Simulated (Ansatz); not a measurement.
Input:

ScTi3C:
```
ScTi3C
1.0
    4.26237     0.00000     0.00000
    0.00000     4.26237     0.00000
    0.00000     0.00000     4.26237
Sc Ti C
1 3 1
Cartesian
  0.00000   0.00000   0.00000
  0.00000   2.13119   2.13119
  2.13119   0.00000   2.13119
  2.13119   2.13119   0.00000
  2.13119   2.13119   2.13119
```

This is the PBEsol-relaxed structure.

All from PBEsol (plane waves, PAW; program Ansatz), unless another level is named. Predict the electronic character.

metallic (no gap).

Predict the formation energy from the elements (no fitted shifts).

-0.26 eV/atom.

Next, the density of states at the Fermi level?

1.5 states/eV per atom (mean over ±0.08 eV).

Space group Pm-3m (anti-perovskite). The start of the workflow was typed in or built on a structure type; neither database checked (COD, Materials Project) lists it. Whether it is the stable phase at ambient conditions was not checked. The PBEsol relaxation kept the symmetry of its start; whether a distortion lowers the energy is not shown. The run is not spin-polarised. The references are the lowest solids computed at this level, not always the standard phases.

Potentials: the earlier of the program's two PAW sets. The files were generated under PBE; for other functionals the program regenerates the frozen cores, and for LDA and PBEsol the local potential too.
